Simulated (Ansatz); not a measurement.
Relaxation of a relaxed La2O3 cell, doubled along one cell vector, shaken by Gaussian noise of σ = 0.08 Å a coordinate; 10 atoms in the cell, which starts as P1 (No. 1), aP10; a = 3.935 Å, b = 6.126 Å, c = 6.816 Å, α = 90.00°, β = 90.00°, γ = 90.00°. Level of theory: r2SCAN (plane waves to 500 eV, PAW, scalar-relativistic; Ansatz, a first-principles code). Γ-centred k-mesh 7×4×4 on the run's cell (coarser than for final values), Fermi–Dirac smearing 0.05 eV. This is the first round of the run. 

The optimiser's lines from the output (shortened; P is positive under compression):

```
relax step   1: F+E_penalty+E_count = -28491.05162322 eV  Δ(F+E_penalty+E_count) = +0.000e0 eV  max|allowed force component| = 4.324e0 eV/Å  Δτ_max = 0.0000 Å  P = +3.009 GPa  Ω = 164.305 Å³  (11 SCF iters, dr2 threshold 1.00e-7 eV, accepted)
relax step   2: F+E_penalty+E_count = -28491.89472845 eV  Δ(F+E_penalty+E_count) = -8.431e-1 eV  max|allowed force component| = 1.584e0 eV/Å  Δτ_max = 0.1949 Å  P = +0.571 GPa  Ω = 165.211 Å³  (9 SCF iters, dr2 threshold 1.00e-6 eV, accepted)
relax step   3: F+E_penalty+E_count = -28492.21572568 eV  Δ(F+E_penalty+E_count) = -3.210e-1 eV  max|allowed force component| = 3.727e-2 eV/Å  Δτ_max = 0.1410 Å  P = -0.222 GPa  Ω = 164.563 Å³  (8 SCF iters, dr2 threshold 1.00e-6 eV, accepted)
relax step   4: F+E_penalty+E_count = -28492.21715035 eV  Δ(F+E_penalty+E_count) = -1.425e-3 eV  max|allowed force component| = 7.108e-3 eV/Å  Δτ_max = 0.0090 Å  P = +0.062 GPa  Ω = 164.234 Å³  (6 SCF iters, dr2 threshold 3.35e-7 eV, accepted)
relax step   5: F+E_penalty+E_count = -28492.21722001 eV  Δ(F+E_penalty+E_count) = -6.966e-5 eV  max|allowed force component| = 1.571e-3 eV/Å  Δτ_max = 0.0029 Å  P = -0.010 GPa  Ω = 164.316 Å³  (6 SCF iters, dr2 threshold 3.65e-8 eV, accepted)
relax step   6: F+E_penalty+E_count = -28492.21722924 eV  Δ(F+E_penalty+E_count) = -9.226e-6 eV  max|allowed force component| = 9.226e-5 eV/Å  Δτ_max = 0.0007 Å  P = -0.000 GPa  Ω = 164.306 Å³  (6 SCF iters, dr2 threshold 1.72e-9 eV, accepted)
relax step   7: F+E_penalty+E_count = -28492.21723019 eV  Δ(F+E_penalty+E_count) = -9.555e-7 eV  max|allowed force component| = 9.298e-5 eV/Å  Δτ_max = 0.0000 Å  P = -0.001 GPa  Ω = 164.306 Å³  stress off target by 3.00e-3 GPa  SCF on the basis re-selected at this cell (its energy is not comparable with the rows above)  (5 SCF iters)
```

From the first to the last row the energy changes by -0.12 eV/atom and the volume by 0.0 %. The last row is marked as not comparable with the walk above it, whose basis was carried along; it does compare with step 1, since both stand on a basis selected at the nominal cutoff for their own cell.

Later rounds, restarted from the end of this one on a renewed k-mesh, logged 2 more steps and released under 1 meV/atom more. The final structure after all rounds: P-3m1 (No. 164), hP5; a = b = 3.9352 Å, c = 6.1258 Å, α = β = 90.00°, γ = 120.00°. No spin polarisation in the result.

The first start was generated by placing the elements on the sites of a structure type. Materials Project lists a structure of La2O3 in the same space group, P-3m1 (No. 164); the sites were not compared with it, nor with measured phases.
